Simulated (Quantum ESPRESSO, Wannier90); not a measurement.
# TiO$_{2}$ (rutile), plane waves to Wannier functions

```
TiO2
1.0
    4.59984     0.00000     0.00000
    0.00000     4.59984     0.00000
    0.00000     0.00000     2.95921
Ti O
2 4
Direct
  0.50000   0.50000   0.00000
  0.00000   0.00000   0.50000
  0.69568   0.69568   0.50000
  0.30432   0.30432   0.50000
  0.80432   0.19568   0.00000
  0.19568   0.80432   0.00000
```

Materials Project entry mp-2657; symmetrised, unrelaxed at this level. COD (Crystallography Open Database) has the formula in 6 space groups, this one among them (matched by group alone). Computed values, not measurements, from PBE: Quantum ESPRESSO (norm-conserving PseudoDojo potentials, cutoff 68 Ry, no spin polarisation, no spin-orbit coupling) on a Γ-centred 6×6×4 mesh, then Wannier90. Density: 8×8×10 mesh, cold smearing 0.01 Ry.

The lattice is scaled uniformly with fixed fractional positions (axis ratios and free coordinates are held, so this isn't the response to pressure), and at each scale an atom-like model (Ti d, O p; disentangled, num_iter = 0) is made. Listed is the largest hopping of each kind of orbital pair shown, with the distance of the two functions' centres at scale 1; the mesh was not varied.

```tsv
scale	gap (eV)	modulus of t, O3 px–Ti2 dxy at 1.97 Å (eV)	modulus of t, O3 pz–O3 pz at 2.96 Å (eV)
0.960	2.197	1.659	0.482
0.980	2.040	1.541	0.460
1.000	1.889	1.431	0.439
1.020	1.737	1.330	0.417
1.040	1.595	1.237	0.397
```

**Question.** With |t| ∝ d^(−η), find η for each hopping from the ends of the series, and the volume deformation potential of the gap at scale 1.

**Answer.** 
- O3 px–Ti2 dxy at 1.97 Å: η = −ln(1.237/1.659)/ln(1.040/0.960) = 3.7
- O3 pz–O3 pz at 2.96 Å: η = −ln(0.397/0.482)/ln(1.040/0.960) = 2.4
Harrison's rules would take η = 3.5, 2.0 for these pairs; they describe atomic orbitals, while these are orthogonalised and change shape with the volume.
Volume deformation potential of the gap: dE_g/d ln V = (1.737 − 2.040)/(3 ln(1.020/0.980)) = -2.5 eV.
